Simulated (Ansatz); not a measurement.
Input file for Ansatz (a first-principles code):

Ansatz 0.2 input:
```yaml
crystal:
  lattice:
    - [1.3508225388, 0.7798977564, 4.2411289325]
    - [-1.3508225388, 0.7798977564, 4.2411289325]
    - [0.0, -1.5597955129, 4.2411289325]
  atoms:
    - { symbol: Cu, position: [0.0, 0.0, 0.0] }
    - { symbol: Pt, position: [0.5, 0.5, 0.5] }
kpoints:
  mp_grid: { grid: [18, 18, 18] }
hamiltonian:
  xc: pbesol
  pseudopotentials: { kind: paw }
scf:
  occupations: { method: fermi_dirac, width: 0.1 }
phonons:
  method: dfpt
  response_accuracy: low
  eigenvectors: true
  rigid_motions: translations
```

Output (shortened):

```
Pseudopotential: Cu, paw, valence charge 19
Pseudopotential: Pt, paw, valence charge 18
Functional definition: PBEsol
Crystal: 2 atoms, lattice volume = 26.808 Å³
Basis set: ecut = 420 eV, 537 PW (Γ), exchange–correlation on 64×64×64 points (8 copies of the dense FFT grid, shifted against one another)
Bands: 23, of which v1, the nominal top of the filled ones, is band 19 counted from 1 (18 counted from 0)
Symmetry: 12 space group operations
k-points: 1550 of 5832 (irreducible under 2 space group operations, time reversal used)
SCF iter   1: F=—  HF=-18972.919163 eV  |F-HF|=—  |Δ(HF+E_count)|=         —  Δρ=1.35e-2  dr2=3.53e-2  ethr=1.77e-3  ⟨swp⟩=5.0  Hψ=135078  notcnv=0
preconditioner: auto → Kerker (q_TF=auto, 2.879 Å⁻¹)
SCF iter   2: F=—  HF=-18972.912095 eV  |F-HF|=—  |Δ(HF+E_count)|=   7.07e-3  Δρ=4.40e-3  dr2=9.24e-3  ethr=9.54e-5  ⟨swp⟩=2.1  Hψ=64375  notcnv=0  defer=31
SCF iter   3: F=—  HF=-18972.910714 eV  |F-HF|=—  |Δ(HF+E_count)|=   1.38e-3  Δρ=2.16e-3  dr2=2.35e-3  ethr=2.50e-5  ⟨swp⟩=1.0  Hψ=35572  notcnv=0  defer=31
SCF iter   4: F=—  HF=-18972.910173 eV  |F-HF|=—  |Δ(HF+E_count)|=   5.41e-4  Δρ=6.70e-4  dr2=2.60e-4  ethr=6.35e-6  ⟨swp⟩=1.9  Hψ=47089  notcnv=0  defer=31
SCF iter   5: F=—  HF=-18972.910105 eV  |F-HF|=—  |Δ(HF+E_count)|=   6.84e-5  Δρ=2.75e-4  dr2=3.54e-5  ethr=7.03e-7  ⟨swp⟩=2.0  Hψ=51562  notcnv=0  defer=31
SCF iter   6: F=—  HF=-18972.910096 eV  |F-HF|=—  |Δ(HF+E_count)|=   8.41e-6  Δρ=3.16e-5  dr2=2.69e-7  ethr=9.57e-8  ⟨swp⟩=1.9  Hψ=46743  notcnv=0  defer=31
SCF iter   7: F=—  HF=-18972.910097 eV  |F-HF|=—  |Δ(HF+E_count)|=   9.25e-7  Δρ=1.75e-5  dr2=5.01e-8  ethr=7.27e-10  ⟨swp⟩=2.0  Hψ=64483  notcnv=0  defer=31
SCF iter   8: F=—  HF=-18972.910097 eV  |F-HF|=—  |Δ(HF+E_count)|=   2.86e-9  Δρ=3.11e-6  dr2=2.55e-9  ethr=1.36e-10  ⟨swp⟩=2.1  Hψ=47051  notcnv=0  defer=31
SCF iter  11: F=-18972.910097 eV  HF=-18972.910097 eV  |F-HF|=3.64e-12  |Δ(HF+E_count)|=    0.00e0  Δρ=7.17e-8  dr2=9.36e-13  ethr=1.00e-12  ⟨swp⟩=4.9  Hψ=137008  notcnv=0
the search or the solves at the SCF's close seem to have found levels that the self-consistency loop had missed (the run counts 4) …
SCF 1 converged in 11 iterations: F = -18972.910097 eV  dr2 = 9.36e-13
DFPT response loops at Γ: preconditioner auto → Kerker (q_TF=auto, 2.879 Å⁻¹) (partly filled bands, converged f_vac=0.000) …
SCF converged after 11 iterations
Free energy (F): -18972.910097 eV
Harris-Foulkes:  -18972.910097 eV  (|F-HF|=3.64e-12)
Internal energy: -18972.875537 eV  (E = F + TS)
E sigma→0 (E₀):  -18972.892817 eV
Entropy (-TS):   -0.034560 eV (-17.280 meV/atom)
Fermi energy:    20.270355 eV
--- Per-component energies (eV) ---
  E_band       = -469.300352
  E_kinetic    = 939.181218
  E_local      = -5601.867321  (includes V_loc(G=0)·N_el)
  E_nonlocal   = 597.216248
  E_hartree    = 2379.815634
  E_xc         = -349.703716
  E_vxc        = -418.242794  (∫ρ·V_xc dr)
  E_paw        = -10945.206931  (= ΣΔE_a)
  E_vpaw       = -745.219452  (= ΣTr[D̂ρ^β])
  E_aug_tail   = 0.000421  (compensation charges beyond the density's cutoff)
  E_ewald      = -5992.804273
  E_core_change = 0.493183  (= ΣΔE_core)
  E_smearing   = -0.034560  (= −TS)
  E_closure    = 0.000000  (closes the sum)
  Σ components = -18972.910097   (vs F -18972.910097, Δ=0.00e0)
  [band-id]    e_kinetic+e_local+e_nonlocal+2·e_hartree+e_vxc+e_vpaw+e_augmentation_tail = -469.300411   (vs E_band -469.300352, Δ=-5.90e-5)
--- Band table (eV; the first three rows and the last of 1550) ---
  k-point 0: bands = ["-91.5762", "-78.2198", "-49.1432", "-49.0707", "-49.0707", "-32.2693", "-32.2434", "-32.2434", "10.3479", "13.8465", "16.4660", "16.4660", "17.4290", "17.4290", "17.5804", "18.4863", "18.4863", "19.9112", "19.9112", "19.9829", …
  k-point 1: bands = ["-91.5761", "-78.2188", "-49.1431", "-49.0720", "-49.0710", "-32.2675", "-32.2583", "-32.2470", "10.4636", "13.9284", "16.4015", "16.5477", "17.3735", "17.4508", "17.6005", "18.4489", "18.4977", "19.0785", "19.8778", "20.9124", …
  k-point 2: bands = ["-91.5758", "-78.2160", "-49.1426", "-49.0757", "-49.0720", "-32.3009", "-32.2621", "-32.2574", "10.8023", "14.1630", "16.2293", "16.7820", "17.1853", "17.5161", "17.6577", "18.2725", "18.4563", "18.5368", "19.7816", "21.9097", …
  k-point 1549: bands = ["-91.5762", "-78.2198", "-49.1427", "-49.0707", "-49.0707", "-32.2722", "-32.2435", "-32.2435", "11.6581", "13.6809", "16.3107", "16.7112", "16.7112", "17.4276", "17.8156", "17.8156", "18.3363", "18.3363", "19.2017", "19.2017", …
--- Phonons (Γ-DFPT): 4 representative perturbations + reference, on 1550 of 5832 k-points (Σ response iterations 12) ---
  ASR residual: 5.969e-4 → 0.000e0 eV/Å²; symmetrization residual: 1.430e-4 eV/Å²
  ASR residual per site (eV/Å²): 3.38e-4 5.97e-4
  Γ frequencies (cm⁻¹): 0.00 0.00 0.00 115.61 115.61 245.49
  non-analytic LO–TO correction: not included (Born effective charges unavailable; polar crystals: no LO–TO splitting at Γ)
```

Cost: roughly 5 core-minutes on shared cores.

Space group R-3m. The workflow started from a Materials Project entry (that database holds measured and hypothetical structures alike); the Crystallography Open Database copy checked does not list it. With Cu and Pt taken as one species the cell has the higher symmetry Fm-3m, so it may be an ordered model of a mixed-site phase. Its standing as an ambient phase is unchecked. The PBEsol relaxation kept the symmetry of its start; of distortions, only those at the zone centre were tested. No spin polarisation was allowed. As this level gives no gap, phonon frequencies hold no LO–TO term and depend on the k-mesh and smearing (Fermi–Dirac, 0.1 eV here). Spin–orbit coupling is left out wherever it is not named.

Potentials: the later of the program's two PAW sets.

Ansatz is a plane-wave DFT program.
